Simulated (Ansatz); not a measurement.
Trial structure of Mg₅O, not yet relaxed:

```
Mg O
1.0
     4.49038    0.00000    0.00000
    -2.24519    3.88878    0.00000
     0.00000    0.00000    6.31445
Mg O
5 1
Direct
  0.00000 0.00000 0.68869
  0.00000 0.00000 0.31131
  0.50000 0.00000 0.00000
  0.00000 0.50000 0.00000
  0.50000 0.50000 0.00000
  0.00000 0.00000 0.00000
```

Computed with DFT PBE, scalar-relativistic, plane waves, PAW in Ansatz. Settings: cutoff 420 eV, Γ-centred mesh 6×6×4 on the computed 6-atom cell, Gaussian smearing of 0.10 eV; no spin polarisation.

The zero of energy is the elements' standard structures at the same level (O₂ as a molecule); no fitted shifts are applied.

**Question.** Estimate its pressure, forces and energy as it stands.

**Answer.** The pressure is 29.8 GPa (the mean over three directions, positive in compression), the largest force is 0.61 eV/Å, and the energy is +0.77 eV/atom against the elements. The shortest distance is 1.97 Å.

**Question.** How much does it gain on relaxing, and where does it end?

**Answer.** Relaxing gains about 0.86 eV/atom (the start's value is from the coarse mesh, so the gain is rough) in 15 ionic steps and ends at −0.09 eV/atom on the finer mesh. The symmetry stays P6/mmm (No. 191). The volume per atom grows by 69.9 %, from 18.4 to 31.2 Å³. The shortest distance goes from 1.97 Å (Mg–O) to 1.93 Å (Mg–O). The ratio c/a of the conventional cell changes by a factor of 0.85. Conventional cell: a = 5.667 Å, c = 6.734 Å. Mg on a site of symmetry 6mm has 1 O at 1.93 Å, 1 Mg at 2.87 Å and 6 Mg at 3.43 Å; around Mg on a site of symmetry mmm lie 2 O at 2.83 Å, 4 Mg at 2.83 Å and 4 Mg at 3.43 Å; O is surrounded by 2 Mg at 1.93 Å and 6 Mg at 2.83 Å.

The last run used a 12×12×6 mesh (in the run's order of axes) for its 6-atom cell and Gaussian smearing of 0.10 eV. The relaxation can't lower the symmetry of the start. A structure relaxed within its symmetry needn't be a true minimum. Another cell of Mg5O relaxed alike, in P-6m2, lies 0.61 eV/atom lower, so this cell isn't the stable form at this level.
